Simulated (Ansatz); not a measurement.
SnTePbSe in space group P4/mmm (No. 123; Sn on 1d, Te on 1c, Pb on 1a, Se on 1b) at seven volumes, PBEsol (plane waves, PAW; program Ansatz), shape and atoms relaxed at each. One row is withheld.

| V (Å³/atom) | P (GPa) |
|---|---|
| 27.361 | 5.70 |
| 28.263 | 3.48 |
| 29.165 | ? |
| 30.067 | 0.00 |
| 30.969 | -1.36 |
| 31.871 | -2.51 |
| 32.773 | -3.49 |

**Question.** Fit the shown pressures and predict the withheld one.

**Answer.** P = (3/2)B₀(x^(7/2) − x^(5/2))[1 + (3/4)(B′ − 4)(x − 1)] with x = (V₀/V)^(2/3). Least squares on the six rows gives V₀ = 30.066 Å³/atom, B₀ = 49.0 GPa, B′ = 4.44. At V = 29.165, x = 1.0205 and P = 1.60 GPa. The run itself gave 1.60 GPa.

The workflow started from a Materials Project entry (that database holds measured and hypothetical structures alike); the Crystallography Open Database copy checked does not list it. Whether it is the stable phase at ambient conditions was not checked. Symmetry was held in the PBEsol relaxation. At this level the phase is dynamically unstable (imaginary phonons). Scalar-relativistic: spin–orbit coupling is off unless named, which matters more the heavier the elements.

Potentials: the later of the program's two PAW sets.
